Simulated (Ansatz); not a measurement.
Two inputs for Ba3AlN3

This input was run with Ansatz:

```yaml
crystal:
  lattice:
    - [8.3846860344, 0.0, 0.0]
    - [-4.1923430172, 7.2613511086, 0.0]
    - [0.0, 0.0, 5.609981]
  atoms:
    - { symbol: Ba, position: [0.94233501, 0.63670701, 0.25] }
    - { symbol: Ba, position: [0.694372, 0.05766499, 0.25] }
    - { symbol: Ba, position: [0.36329299, 0.305628, 0.25] }
    - { symbol: Ba, position: [0.05766499, 0.36329299, 0.75] }
    - { symbol: Ba, position: [0.305628, 0.94233501, 0.75] }
    - { symbol: Ba, position: [0.63670701, 0.694372, 0.75] }
    - { symbol: Al, position: [0.6666666667, 0.3333333333, 0.75] }
    - { symbol: Al, position: [0.3333333333, 0.6666666667, 0.25] }
    - { symbol: "N", position: [0.87540901, 0.56573501, 0.75] }
    - { symbol: "N", position: [0.690326, 0.12459099, 0.75] }
    - { symbol: "N", position: [0.43426499, 0.309674, 0.75] }
    - { symbol: "N", position: [0.12459099, 0.43426499, 0.25] }
    - { symbol: "N", position: [0.309674, 0.87540901, 0.25] }
    - { symbol: "N", position: [0.56573501, 0.690326, 0.25] }
kpoints:
  mp_grid: { grid: [6, 6, 8] }
scf:
  occupations: { method: fermi_dirac, width: 0.02 }
hamiltonian:
  xc: pbe
  pseudopotentials: { kind: paw, frozen_core: stored }
output:
  forces: true
  stress: true
  populations: true
  efg: { quadrupole_moments_barn: { Ba: 0.236, Al: 0.1466, "N": 0.02044 } }
total_charge: 1
```

It converged. Of its output the block on the nuclei alone is shown, without the SCF iterations, energies, forces and stress (one atom of each set):

```
--- PAW observables at the nuclei: V_zz in 10²¹ V/m², potentials from the cell's mean, atoms counted from 1 ---
  atom   1  Ba V_zz =   +13.989936   η = 0.0453   by run symmetry: allowed   C_q = +79.8329 MHz
            electrostatic potential = -9622.928698 V   contact ρ = none
  atom   7  Al V_zz =    +6.317745   η = 0.0000   by run symmetry: allowed   C_q = +22.3950 MHz
            electrostatic potential = -1232.045005 V   contact ρ = none
  atom   9  N  V_zz =    -2.928411   η = 0.8211   by run symmetry: allowed   C_q = -1.4473 MHz
            electrostatic potential = -516.723609 V   contact ρ = none
```

(1) Can these gradients be trusted, and how do they compare with a run on standard settings?

Results:

(1) Only as results of these settings. Against the standard input the change is `kpoints.mp_grid.grid`: [4, 4, 5] → [6, 6, 8]; `total_charge`: not typed → 1. A site carries the number of its first atom; V_zz in 10²¹ V/m².

```tsv
site	atom	V_zz standard	η standard	V_zz here	η here
Ba	1	16.81	0.41	13.99	0.05
Al	7	6.17	0.00	6.32	0.00
N	9	-1.81	0.46	-2.93	0.82
```

The largest change of V_zz is on Ba, from 16.81 to 13.99. In per cent, |V_zz| changes by -17 on Ba, +2 on Al (all sites that start above 2). Where |V_zz| stays above 0.1 and the axes keep their order, η moves most on Ba, from 0.41 to 0.05. On N V_xx and V_yy change places (or their axes turn by over 50°), so the two values of η hide a larger change. The changed cell holds a charge of +1 on a uniform background, so it isn't the neutral crystal. It has an odd number of electrons and no spin polarisation, so the extra carrier is shared by both spins and spread out, where a real one carries spin and can localise. The gap no longer holds the Fermi energy in the changed run, so its gradients also hang on the k-mesh and the smearing. SCF iterations: 8 and 8.

On the reference run: Without spin–orbit coupling (the program notes it for Ba) the gradients can shift somewhat, as the gap is small. With a gap of 0.3 eV on this mesh, the gradients can still move by some per cent as the k-mesh gets denser.
